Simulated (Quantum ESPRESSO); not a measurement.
Space group P3m1 (No. 156); a = 4.3851 Å, b = 4.3851 Å, c = 5.1632 Å, α = 90.00°, β = 90.00°, γ = 120.00°

| atom | site | symmetry | x | y | z |
|---|---|---|---|---|---|
| H | 1a | 3m. | 0.0000 | 0.0000 | 0.1277 |
| Al | 1a | 3m. | 0.0000 | 0.0000 | 0.4672 |
| Si | 1c | 3m. | 0.6667 | 0.3333 | 0.5441 |
| Ba | 1b | 3m. | 0.3333 | 0.6667 | 0.0040 |

The PBEsol cell relaxed from Materials Project entry mp-571093 was given an isotropic strain of +2 % on all lattice vectors, and the atoms were relaxed again.

What does norm-conserving PBEsol (Quantum ESPRESSO, 72 Ry, no spin-orbit coupling) give for the electronic structure near the Fermi level?

The PBEsol gap is 0.62 eV; at least one edge lies off the plotted path, at a point of the SCF mesh. The smallest direct gap is 1.10 eV. Another valence extremum on the path lies within 0.02 eV, too close to call. 

The structure is a Materials Project entry; no match was found in the copy of COD used, and its stability was not checked.
